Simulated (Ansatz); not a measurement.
**What a change of settings does to a run on Li3Au**

Structure from Materials Project entry mp-11247 (possibly hypothetical), not relaxed further.

First run: DFT, LDA, all-electron LAPW, scalar-relativistic (Ansatz 0.2.0).

Command: `ansatz run input.yaml --threads 1 --pin off --max-ram 4096MiB --backend cpu --events-out ev --progress --plain --runs-dir out` The run took 21 s on 1 thread of Intel(R) Xeon(R) 6975P-C (Granite Rapids), with other jobs on the host.

```yaml
crystal:
  lattice:
    - [0.0, 3.1067225856, 3.1067225856]
    - [3.1067225856, 0.0, 3.1067225856]
    - [3.1067225856, 3.1067225856, 0.0]
  atoms:
    - { symbol: Li, position: [0.25, 0.25, 0.25] }
    - { symbol: Li, position: [0.5, 0.5, 0.5] }
    - { symbol: Li, position: [0.75, 0.75, 0.75] }
    - { symbol: Au, position: [0.0, 0.0, 0.0] }
kpoints:
  mp_grid: { grid: [11, 11, 11] }
  band_path:
    path:
      - [0.0, 0.0, 0.0]
      - [0.5, 0.0, 0.5]
      - [0.625, 0.25, 0.625]
      - [0.375, 0.375, 0.75]
      - [0.0, 0.0, 0.0]
      - [0.5, 0.5, 0.5]
      - [0.5, 0.25, 0.75]
      - [0.5, 0.0, 0.5]
    npoints: 14
scf:
  occupations: { method: fermi_dirac, width: 0.03 }
hamiltonian:
  xc: lda
  pseudopotentials: { kind: all_electron, lapw: { basis_error: 0.0005 } }
output:
  forces: true
  stress: true
  eigenvalues: true
  populations: true
  dos: { projected: true, de: 0.2, e_range: [-14, 8] }
```

Result: converged; pressure -2.07 GPa; no gap on the k mesh; 8 SCF iterations.

No spin–orbit coupling, which matters for the heavy atoms here.

The input is then changed:

```diff
@@ -10,5 +10,5 @@
     - { symbol: Au, position: [0.0, 0.0, 0.0] }
 kpoints:
-  mp_grid: { grid: [11, 11, 11] }
+  mp_grid: { grid: [7, 7, 7] }
   band_path:
     path:
@@ -24,4 +24,5 @@
 scf:
   occupations: { method: fermi_dirac, width: 0.03 }
+  lower_state_search: light
 hamiltonian:
   xc: lda
@@ -32,4 +33,3 @@
   eigenvalues: true
   populations: true
-  dos: { projected: true, de: 0.2, e_range: [-14, 8] }
```

Problem. Predict the outcome of the changed run.

Solution. It converged; energy at zero smearing +0.6 meV/atom from the first run; pressure -2.16 GPa; no gap on the k mesh; 8 SCF iterations. Some of these settings are too coarse for converged properties.
